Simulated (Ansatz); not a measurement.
Before relaxation, CO put at a top W site (W, Im-3m (No. 229), (1 0 0) face):

```yaml
crystal:
  lattice:
    - [3.15436, 0.00000, 0.00000]
    - [0.00000, 3.15436, 0.00000]
    - [0.00000, 0.00000, 26.45872]
  atoms:
    - { symbol: W, position: [0.50000, 0.50000, 0.32126] }
    - { symbol: W, position: [0.00000, 0.00000, 0.38086] }
    - { symbol: W, position: [0.50000, 0.50000, 0.43917] }
    - { symbol: W, position: [0.00000, 0.00000, 0.50056] }
    - { symbol: W, position: [0.50000, 0.50000, 0.55335] }
    - { symbol: C, position: [0.50000, 0.50000, 0.64556] }
    - { symbol: O, position: [0.50000, 0.50000, 0.68903] }
```

Computed with DFT PBEsol, scalar-relativistic, plane waves, PAW in Ansatz 0.2.0. Plane waves to 420 eV, a k mesh through Γ of 9×9×1 on the computed 7-atom cell and Gaussian smearing (0.10 eV); no spin polarisation. The cell repeats along c with a dipole correction in the vacuum.

Atoms 1, 2 (counted from 1) are held. The cell is fixed. Force threshold 0.03 eV/Å.

```
step E − E_final (eV) largest force (eV/Å)
   1             0.683                 2.856
   2             0.115                 1.266
   3             0.055                 1.312
   4             0.007                 0.291
   5             0.000                 0.135
   6             0.000                 0.008
   7             0.000                 0.007
```

**Question.** What is the final structure?

**Answer.**
```xyz
7
Lattice="3.1544 0.0000 0.0000 0.0000 3.1544 0.0000 0.0000 0.0000 26.4587" Properties=species:S:1:pos:R:3 pbc="T T T"
W     1.5772    1.5772    8.5000
W     0.0000    0.0000   10.0772
W     1.5772    1.5772   11.6408
W     0.0000    0.0000   13.2586
W     1.5772    1.5772   14.7424
C     1.5772    1.5772   16.7813
O     1.5772    1.5772   17.9338
```

The end is the local minimum or symmetric point that this start leads to. The slab is only 6.3 Å thick, so the energy isn't converged with thickness.

Spin–orbit coupling is left out, which can shift energies with elements as heavy as these.

Cost: 1 run of about 2.3 core-minutes, on Intel Xeon Platinum 8259CL (Skylake/Cascade Lake) (shared hosts).